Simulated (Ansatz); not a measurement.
Molecular dynamics on a 2×2×1 supercell (16 atoms) of Cd2TeO (ordering on zincblende), relaxed with r2SCAN. Forces come from PBEsol in Ansatz: constant energy and volume (NVE), velocities drawn at 600 K, steps of 2 fs. Classical nuclei, no spin polarisation; a few dozen steps show the first response, not equilibrium. The structure comes from a prototype and may be hypothetical.

```yaml
crystal:
  lattice:
    - [8.4102701457, 0.0, 0.0]
    - [0.0, 8.4102701457, 0.0]
    - [0.0, 0.0, 5.4007118079]
  atoms:
    - { symbol: O, position: [0.0, 0.0, 0.0] }
    - { symbol: Cd, position: [0.0, 0.25, 0.8398944582] }
    - { symbol: Te, position: [0.25, 0.25, 0.5] }
    - { symbol: Cd, position: [0.25, 0.0, 0.1601055418] }
    - { symbol: O, position: [0.0, 0.5, 0.0] }
    - { symbol: Cd, position: [0.0, 0.75, 0.8398944582] }
    - { symbol: Te, position: [0.25, 0.75, 0.5] }
    - { symbol: Cd, position: [0.25, 0.5, 0.1601055418] }
    - { symbol: O, position: [0.5, 0.0, 0.0] }
    - { symbol: Cd, position: [0.5, 0.25, 0.8398944582] }
    - { symbol: Te, position: [0.75, 0.25, 0.5] }
    - { symbol: Cd, position: [0.75, 0.0, 0.1601055418] }
    - { symbol: O, position: [0.5, 0.5, 0.0] }
    - { symbol: Cd, position: [0.5, 0.75, 0.8398944582] }
    - { symbol: Te, position: [0.75, 0.75, 0.5] }
    - { symbol: Cd, position: [0.75, 0.5, 0.1601055418] }
kpoints:
  mp_grid: { grid: [2, 2, 2] }
hamiltonian:
  xc: pbesol
scf:
  occupations: { method: fermi_dirac, width: 0.052 }
md:
  ensemble: nve
  temperature: 600
  timestep: 2.0
  n_steps: 20
  initial_velocities: maxwell_boltzmann
  seed: 3852
```

Command: `ansatz run input.yaml --threads 4 --pin off --max-ram 3686MiB --backend cpu --events-out ev --progress --plain --runs-dir out`. It took 95 s on 4 threads of Intel(R) Xeon(R) Platinum 8375C CPU @ 2.90GHz (Ice Lake) (shared host); peak host memory 1.7 GiB.

```
step  t (fs)  T (K)  free energy F from step 0 (meV/atom)  kinetic energy (meV/atom)  largest force (eV/Å)
   0       0    600                                   0.0                       72.7                  0.08
   1       2    597                                   0.4                       72.4                  0.12
   2       4    588                                   1.4                       71.3                  0.23
   3       6    574                                   3.1                       69.6                  0.34
   4       8    555                                   5.5                       67.2                  0.47
   5      10    531                                   8.4                       64.3                  0.60
   6      12    504                                  11.7                       61.1                  0.72
   7      14    474                                  15.3                       57.5                  0.83
   8      16    444                                  19.0                       53.8                  0.94
   9      18    413                                  22.7                       50.1                  1.02
  10      20    384                                  26.2                       46.5                  1.08
  11      22    357                                  29.5                       43.3                  1.15
  12      24    333                                  32.4                       40.4                  1.24
  13      26    313                                  34.9                       37.9                  1.33
  14      28    296                                  36.9                       35.8                  1.42
  15      30    282                                  38.6                       34.2                  1.49
  16      32    271                                  39.9                       32.9                  1.57
  17      34    262                                  41.0                       31.8                  1.63
  18      36    255                                  41.9                       30.9                  1.69
  19      38    248                                  42.6                       30.1                  1.74
  20      40    242                                  43.4                       29.3                  1.78
```

The temperature goes from 600 K to 242 K in 40 fs. The atoms start on their lattice sites with kinetic energy alone, so much of it first passes into potential energy. The conserved energy stays within 0.07 meV an atom. By the last step the atoms have moved 0.13 Å in the root mean square, the drift of the whole cell taken out, 0.22 Å at most.

Positions (Å) and forces (eV/Å) at step 20:
```
O   -0.102  -0.029   0.089     0.189   0.341  -0.067
Cd   0.020   2.081   4.584    -0.210   0.103  -0.154
Te   2.086   2.045   2.631    -0.030   1.047   0.933
Cd   2.107   0.121   0.928    -0.280  -1.375  -0.575
O   -0.056   4.255  -0.015     0.314  -0.317   0.060
Cd  -0.019   6.380   4.584     0.212  -0.198  -0.183
Te   2.185   6.325   2.832    -1.330  -0.240  -1.158
Cd   2.174   4.135   0.847     0.009   0.544  -0.063
O    4.091   0.000  -0.102     0.178  -0.012   0.464
Cd   4.296   2.029   4.512    -0.522   0.442  -0.134
Te   6.268   1.995   2.691     0.630   0.665  -0.152
Cd   6.162   0.038   0.828     0.187  -0.561   0.129
O    4.233   4.147  -0.227    -0.105   0.161   0.711
Cd   4.218   6.396   4.412     0.446  -0.422   0.781
Te   6.294   6.240   2.741     0.545   0.435  -0.468
Cd   6.292   4.300   0.838    -0.235  -0.612  -0.125
```

Overlapping bands make a metal at that level, for which these meshes are coarse; small forces, stresses and energy differences are uncertain. A small overlap in a semilocal functional can be an artefact that a hybrid or GW lifts.
